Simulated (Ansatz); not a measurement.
Relaxation of a relaxed Mg cell, doubled along one cell vector, shaken by Gaussian noise of σ = 0.08 Å a coordinate; 2 atoms in the cell, which starts as P-1 (No. 2), aP2; a = 3.083 Å, b = 3.083 Å, c = 5.080 Å, α = 90.00°, β = 90.00°, γ = 110.92°. Calculation: r2SCAN (plane waves to 500 eV, PAW, scalar-relativistic; Ansatz, an electronic-structure program). Γ-centred k-mesh 13×13×7 on the run's cell (coarser than for final values), Fermi–Dirac smearing 0.05 eV. This is the first round of the run. 

The optimiser's lines from the output (shortened; P is positive under compression):

```
relax step   1: F+E_penalty+E_count = -3852.72745054 eV  Δ(F+E_penalty+E_count) = +0.000e0 eV  max|allowed force component| = 3.314e-1 eV/Å  Δτ_max = 0.0000 Å  P = +0.310 GPa  Ω = 45.113 Å³  (7 SCF iters, dr2 threshold 1.00e-7 eV, accepted)
relax step   2: F+E_penalty+E_count = -3852.76057402 eV  Δ(F+E_penalty+E_count) = -3.312e-2 eV  max|allowed force component| = 8.480e-2 eV/Å  Δτ_max = 0.0888 Å  P = +0.308 GPa  Ω = 44.821 Å³  (7 SCF iters, dr2 threshold 2.00e-7 eV, accepted)
relax step   3: F+E_penalty+E_count = -3852.76694160 eV  Δ(F+E_penalty+E_count) = -6.368e-3 eV  max|allowed force component| = 5.573e-2 eV/Å  Δτ_max = 0.0526 Å  P = +0.167 GPa  Ω = 45.019 Å³  (6 SCF iters, dr2 threshold 2.00e-7 eV, accepted)
relax step   4: F+E_penalty+E_count = -3852.77412937 eV  Δ(F+E_penalty+E_count) = -7.188e-3 eV  max|allowed force component| = 7.268e-2 eV/Å  Δτ_max = 0.0738 Å  P = -0.025 GPa  Ω = 45.271 Å³  (6 SCF iters, dr2 threshold 2.00e-7 eV, accepted)
relax step   5: F+E_penalty+E_count = -3852.79170499 eV  Δ(F+E_penalty+E_count) = -1.758e-2 eV  max|allowed force component| = 8.327e-2 eV/Å  Δτ_max = 0.1227 Å  P = -0.087 GPa  Ω = 45.377 Å³  (6 SCF iters, dr2 threshold 2.00e-7 eV, accepted)
relax step   6: F+E_penalty+E_count = -3852.80038482 eV  Δ(F+E_penalty+E_count) = -8.680e-3 eV  max|allowed force component| = 4.798e-2 eV/Å  Δτ_max = 0.1245 Å  P = +0.018 GPa  Ω = 45.321 Å³  (6 SCF iters, dr2 threshold 2.00e-7 eV, accepted)
relax step   7: F+E_penalty+E_count = -3852.80321796 eV  Δ(F+E_penalty+E_count) = -2.833e-3 eV  max|allowed force component| = 1.706e-2 eV/Å  Δτ_max = 0.0305 Å  P = -0.027 GPa  Ω = 45.326 Å³  (6 SCF iters, dr2 threshold 2.00e-7 eV, accepted)
relax step   8: F+E_penalty+E_count = -3852.80179132 eV  Δ(F+E_penalty+E_count) = +1.427e-3 eV  max|allowed force component| = 1.192e-3 eV/Å  Δτ_max = 0.0098 Å  P = -0.152 GPa  Ω = 45.469 Å³  (5 SCF iters, dr2 threshold 2.00e-7 eV, rejected (line search))
relax step   9: F+E_penalty+E_count = -3852.80514395 eV  Δ(F+E_penalty+E_count) = -1.926e-3 eV  max|allowed force component| = 7.424e-3 eV/Å  Δτ_max = 0.0132 Å  P = -0.045 GPa  Ω = 45.326 Å³  (8 SCF iters, accepted)
relax step  10: F+E_penalty+E_count = -3852.80525384 eV  Δ(F+E_penalty+E_count) = -1.099e-4 eV  max|allowed force component| = 1.265e-3 eV/Å  Δτ_max = 0.0016 Å  P = -0.013 GPa  Ω = 45.293 Å³  (4 SCF iters, dr2 threshold 6.78e-8 eV, accepted)
relax step  11: F+E_penalty+E_count = -3852.80527170 eV  Δ(F+E_penalty+E_count) = -1.786e-5 eV  max|allowed force component| = 9.842e-5 eV/Å  Δτ_max = 0.0029 Å  P = +0.002 GPa  Ω = 45.275 Å³  (5 SCF iters, dr2 threshold 4.18e-9 eV, accepted)
relax step  12: F+E_penalty+E_count = -3852.80520012 eV  Δ(F+E_penalty+E_count) = +7.158e-5 eV  max|allowed force component| = 1.638e-4 eV/Å  Δτ_max = 0.0000 Å  P = -0.001 GPa  Ω = 45.275 Å³  stress off target by 1.63e-2 GPa  SCF on the basis re-selected at this cell (its energy is not comparable with the rows above)  (9 SCF iters)
```

From the first to the last row the energy changes by -0.04 eV/atom and the volume by +0.4 %. The last row is marked as not comparable with the walk above it, whose basis was carried along; it does compare with step 1, since both stand on a basis selected at the nominal cutoff for their own cell.

Step 8 was rejected by the optimiser.

Later rounds, restarted from the end of this one on a renewed k-mesh, logged 5 more steps and released under 0.01 eV/atom more. The final structure after all rounds: P6₃/mmc (No. 194), hP2, hcp (Mg type); a = b = 3.175 Å, c = 5.185 Å, α = β = 90.00°, γ = 120.00°. Between re-selections the logged energies stand on a plane-wave basis carried along with the cell. No spin polarisation in the result.

The run could not lose the symmetry of its start.

Of the parent cell (I4/mmm (No. 139)): it is a generated cell of Mg: the first start was made by placing the elements on the sites of a structure type, and the end was not matched to a known phase here, so it may be hypothetical. Known forms of Mg include space group No. 194.
